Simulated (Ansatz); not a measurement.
Theory: DFT PBE, scalar-relativistic, plane waves, PAW (Ansatz 0.2.0). All cells share a 420 eV cutoff and Γ-centred k meshes spaced at most about 0.3 Å⁻¹ (about 0.25 or finer for metals, 2π included). Collinear spin in cells that started with moments and kept them past the coarse steps, no spin elsewhere.

Each of these unrelaxed guesses is relaxed in cell and atoms within its symmetry. A guess keeps its type if space group and coordination stay and the shape of the cell changes little (axis ratios within about 15 %, angles within 6°); the volume may change.

1. CaPtC4N4

```cif
data_structure
_symmetry_space_group_name_H-M 'Cmmm'
_symmetry_Int_Tables_number 65
_cell_length_a 6.8252
_cell_length_b 7.4720
_cell_length_c 7.4720
_cell_angle_alpha 90.000
_cell_angle_beta 90.000
_cell_angle_gamma 90.000
_cell_volume 381.05
loop_
_atom_site_label
_atom_site_type_symbol
_atom_site_symmetry_multiplicity
_atom_site_Wyckoff_symbol
_atom_site_fract_x
_atom_site_fract_y
_atom_site_fract_z
_atom_site_occupancy
Ca1 Ca 2 a 0.00000 0.00000 0.00000 1
Pt1 Pt 2 c 0.50000 0.00000 0.50000 1
C1 C 8 n 0.50000 0.30070 0.80070 1
N1 N 8 n 0.50000 0.18998 0.68998 1
```

2. ZnInC2N2

```cif
data_structure
_symmetry_space_group_name_H-M 'P-1'
_symmetry_Int_Tables_number 2
_cell_length_a 3.7329
_cell_length_b 4.0730
_cell_length_c 6.7278
_cell_angle_alpha 75.162
_cell_angle_beta 74.651
_cell_angle_gamma 86.689
_cell_volume 95.35
loop_
_atom_site_label
_atom_site_type_symbol
_atom_site_symmetry_multiplicity
_atom_site_Wyckoff_symbol
_atom_site_fract_x
_atom_site_fract_y
_atom_site_fract_z
_atom_site_occupancy
Zn1 Zn 1 f 0.50000 0.00000 0.50000 1
In1 In 1 a 0.00000 0.00000 0.00000 1
C1 C 2 i 0.80680 0.38641 0.80680 1
N1 N 2 i 0.69383 0.61234 0.69383 1
```

3. AlGaC4N4

```cif
data_structure
_symmetry_space_group_name_H-M 'C2/m'
_symmetry_Int_Tables_number 12
_cell_length_a 9.0058
_cell_length_b 10.0600
_cell_length_c 4.5029
_cell_angle_alpha 90.000
_cell_angle_beta 112.092
_cell_angle_gamma 90.000
_cell_volume 378.00
loop_
_atom_site_label
_atom_site_type_symbol
_atom_site_symmetry_multiplicity
_atom_site_Wyckoff_symbol
_atom_site_fract_x
_atom_site_fract_y
_atom_site_fract_z
_atom_site_occupancy
Al1 Al 2 a 0.00000 0.00000 0.00000 1
Ga1 Ga 2 b 0.50000 0.00000 0.00000 1
C1 C 4 g 0.50000 0.31362 0.00000 1
C2 C 4 i 0.18638 0.00000 0.37276 1
N1 N 4 g 0.50000 0.19732 0.00000 1
N2 N 4 i 0.30268 0.00000 0.60537 1
```

4. YPtC4N4 (collinear spin from parallel moments)

```cif
data_structure
_symmetry_space_group_name_H-M 'P-43m'
_symmetry_Int_Tables_number 215
_cell_length_a 6.1164
_cell_length_b 6.1164
_cell_length_c 6.1164
_cell_angle_alpha 90.000
_cell_angle_beta 90.000
_cell_angle_gamma 90.000
_cell_volume 228.82
loop_
_atom_site_label
_atom_site_type_symbol
_atom_site_symmetry_multiplicity
_atom_site_Wyckoff_symbol
_atom_site_fract_x
_atom_site_fract_y
_atom_site_fract_z
_atom_site_occupancy
Y1 Y 1 b 0.50000 0.50000 0.50000 1
Pt1 Pt 1 a 0.00000 0.00000 0.00000 1
C1 C 4 e 0.18095 0.18095 0.18095 1
N1 N 4 e 0.29139 0.29139 0.29139 1
```

Problem. Which keep their type?

Solution. Guesses 1 and 4 keep their type.

```json
{"guess": "1", "kept": "yes", "start group": "Cmmm", "end group": "Cmmm", "V start (Å³/atom)": "19.1", "V end": "24.7", "b/a and c/a, end over start": "0.95, 0.92", "nearest neighbours start": "C 1, Ca 4, N 1, Pt 4", "nearest neighbours end": "C 1, Ca 4, N 1, Pt 4"}
{"guess": "2", "kept": "no", "start group": "P-1", "end group": "P-1", "V start (Å³/atom)": "15.9", "V end": "15.7", "b/a and c/a, end over start": "1.09, 0.96", "nearest neighbours start": "C 1, In 2, N 1, Zn 2", "nearest neighbours end": "C 1, In 4, N 1, Zn 4"}
{"guess": "3", "kept": "no", "start group": "C2/m", "end group": "Cmmm", "V start (Å³/atom)": "18.9", "V end": "13.8", "b/a and c/a, end over start": "-", "nearest neighbours start": "Al 4, C 1, Ga 4, N 1", "nearest neighbours end": "Al 6, C 1, Ga 6, N 1"}
{"guess": "4", "kept": "yes", "start group": "P-43m", "end group": "P-43m", "V start (Å³/atom)": "22.9", "V end": "24.4", "b/a and c/a, end over start": "1.00, 1.00", "nearest neighbours start": "C 1, N 1, Pt 4, Y 4", "nearest neighbours end": "C 1, N 1, Pt 4, Y 4"}
```

Neighbours count within 15 % of an atom's shortest distance; end groups are read at 0.02 Å (0.05 Å in metals).

No dispersion correction is applied, so the spacing and binding between layers, chains or molecules are poorly described (CaPtC4N4 Cmmm). Spin–orbit coupling, which can matter for Pt, is left out. In ZnInC2N2 P-1 an odd number of electrons in the primitive cell allows no gap without spin; a larger cell or a magnetic state could open one. Another magnetic order may lie lower. Cells relaxed within their symmetry can be saddle points.
